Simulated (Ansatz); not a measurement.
A generated cell, not matched to a known phase here, of PtSe: Fm-3m (No. 225), cF8, rock salt type; a = 5.2113 Å, b = 5.2113 Å, c = 5.2113 Å, α = 90.00°, β = 90.00°, γ = 90.00°; Se 4a (0.000, 0.000, 0.000); Pt 4b (0.500, 0.500, 0.500). Method: PBEsol (plane waves to 420 eV, PAW, scalar-relativistic; Ansatz, a first-principles code). Element references, the lowest calculated here: Pt (Fm-3m), Se (P3₁21).

Q: Predict the formation energy of this Fm-3m form of PtSe from the elements from PBEsol.

A: -0.03 eV/atom.

Q: How does this cell stand against the other phases calculated?

A: It lies 0.27 eV/atom above their hull: PtSe → 0.5 Pt + 0.5 PtSe2 (PtSe2 P-3m1, Pt Fm-3m) releases that much. A lower structure of this composition may exist.

This is the hull of the energies calculated here, no anion corrections; phases that were not calculated are missing from it. Values are rounded to 0.01 eV/atom. Not shown to be the ambient phase of their composition (a lower form may be missing, and a cell relaxed within its start's symmetry can be a saddle point): PtSe (Fm-3m). Spin-orbit coupling is missing from these energies, which matters for elements this heavy. The compounds carry no spin polarisation.
